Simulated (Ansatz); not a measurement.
## YSiNi: reading a single point

```yaml
crystal:
  lattice:
    - [6.71769, 0.00000, 0.00000]
    - [0.00000, 4.23278, 0.00000]
    - [0.00000, 0.00000, 7.29680]
  atoms:
    - { symbol: Y, position: [0.02120, 0.25000, 0.18030] }
    - { symbol: Y, position: [0.47880, 0.75000, 0.68030] }
    - { symbol: Y, position: [0.52120, 0.25000, 0.31970] }
    - { symbol: Y, position: [0.97880, 0.75000, 0.81970] }
    - { symbol: Ni, position: [0.14200, 0.25000, 0.56090] }
    - { symbol: Ni, position: [0.35800, 0.75000, 0.06090] }
    - { symbol: Ni, position: [0.64200, 0.25000, 0.93910] }
    - { symbol: Ni, position: [0.85800, 0.75000, 0.43910] }
    - { symbol: Si, position: [0.76510, 0.25000, 0.62290] }
    - { symbol: Si, position: [0.73490, 0.75000, 0.12290] }
    - { symbol: Si, position: [0.26510, 0.25000, 0.87710] }
    - { symbol: Si, position: [0.23490, 0.75000, 0.37710] }
```

The numbers come from plane-wave PAW DFT (Ansatz): r2SCAN, no spin polarisation, 500 eV, 5×8×5 Γ-centred k points, fermi-dirac occupations (width 0.1 eV). Nothing was relaxed.

Question: Give the Bader charges.

Answer: Bader charges in e: Y +1.61, Si -1.05, Ni -0.56. In the mean Y gives up most and Si takes most.

Question: Is the cell too large or too small?

Answer: The pressure is -1.3 GPa (compression positive), so with the atoms held at these fractions the cell would first shrink; the forces are large, so a full relaxation may end otherwise. The principal stresses -6.7, 0.8, 1.9 GPa differ, so its shape would change too.

Question: Metal or insulator?

Answer: It is a metal, with about 10 states/eV a cell as the mean within 0.25 eV of the Fermi level, mostly Ni d (39 %), Y d (28 %) and Si p (27 %).

Question: Where is the largest force?

Answer: The largest is on Si9 (and as large on other atoms): 1.71 eV/Å, components (1.70, 0.00, -0.15). It makes 115° with the line to a nearest neighbour, Ni7 at 2.45 Å.

Origin: a known structure type with other elements, at an estimated volume, so it need not be a known compound. Caveats: no spin polarisation, so a magnetic state may lie lower; atoms or cell far from equilibrium.
